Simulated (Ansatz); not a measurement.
The start is a relaxed TiSi2 cell displaced along its unstable phonon at q = (½, 0, 0) of its primitive reciprocal cell (39i cm⁻¹), largest move 0.15 Å. The structure is fully relaxed (lattice and positions, P = 0) with r2SCAN (plane waves to 500 eV, PAW, scalar-relativistic; Ansatz, a first-principles code). First-step values are on the input's coarse k-mesh.

Ansatz input (later rounds restart from its end on a renewed k-mesh):
Ansatz 0.2 input:
```yaml
crystal:
  lattice:
    - [8.7929579294, 0, 0]
    - [0, 4.3964789647, 0]
    - [0, 0, 2.6634090296]
  atoms:
    - { symbol: Si, position: [0.25, 0, 0] }
    - { symbol: Si, position: [0.75, 0, 0] }
    - { symbol: Si, position: [0, 0.5341182117, 0] }
    - { symbol: Si, position: [0.5, 0.4658817883, 0] }
    - { symbol: Ti, position: [0, 0.0329857027, 0.5] }
    - { symbol: Ti, position: [0.5, -0.0329857027, 0.5] }
basis: { ecutwfc: 500, ecutrho_ratio: 4, xc_grid: 4, fft_grid_basis: typed }
kpoints: { mp_grid: { grid: [4, 8, 12] } }
hamiltonian:
  xc: r2scan
  dispersion: none
  pseudopotentials: { azcp: { folder: ./paw }, kind: paw }
scf: { occupations: { method: fermi_dirac, width: 0.05 } }
relax: { f_tol: 0.01, max_steps: 100, cell: { stress_tol: 0.02 } }
output: { forces: true, stress: true }
```

- Energy released = 0.04 eV/atom
- Volume change = -1.4 %, from 17.16 to 16.92 Å³/atom
- Relative to the parent = It does not go back: it reaches Pmma (No. 51), 0.05 eV/atom below the parent
- Shortest distances (start → end) = The closest pairs of elements (up to four, under 3.6 Å), start → end: Si–Si 2.66 → 2.54 Å; Si–Ti 2.57 → 2.61 Å; Ti–Ti 2.66 → 2.63 Å
- Band gap at the end = zero (metallic)
- Optimiser moves = 11

Final structure:

```cif
data_Si4Ti2
_chemical_formula_sum 'Si4 Ti2'
_space_group_name_H-M_alt 'Pmma'
_space_group_IT_number 51
_space_group_name_Hall '-P 2a 2a'
_cell_length_a 8.35910
_cell_length_b 2.62760
_cell_length_c 4.62290
_cell_angle_alpha 90.000
_cell_angle_beta 90.000
_cell_angle_gamma 90.000
loop_
_space_group_symop_operation_xyz
  'x, y, z'
  '-x, -y, -z'
  '-x+1/2, -y, z'
  'x+1/2, y, -z'
  'x+1/2, -y, -z'
  '-x+1/2, y, z'
  '-x, y, -z'
  'x, -y, z'
loop_
_atom_site_label
_atom_site_type_symbol
_atom_site_symmetry_multiplicity
_atom_site_Wyckoff_symbol
_atom_site_fract_x
_atom_site_fract_y
_atom_site_fract_z
_atom_site_occupancy
Si1 Si 2 a 0.00000 0.00000 0.00000 1
Si2 Si 2 e 0.25000 0.00000 0.68689 1
Ti1 Ti 2 f 0.25000 0.50000 0.19860 1
```

Final values are on a 6×18×10 k-mesh of the relaxed cell. No spin polarisation in the result.

The run could not lose the symmetry of its start, so the end can be a saddle point.

The relaxed structure here is a generated cell of TiSi2: the first start was made by placing the elements on the sites of a structure type, and the end was not matched to a known phase here, so it may be hypothetical. Known forms of TiSi2 include space group No. 63, 70.
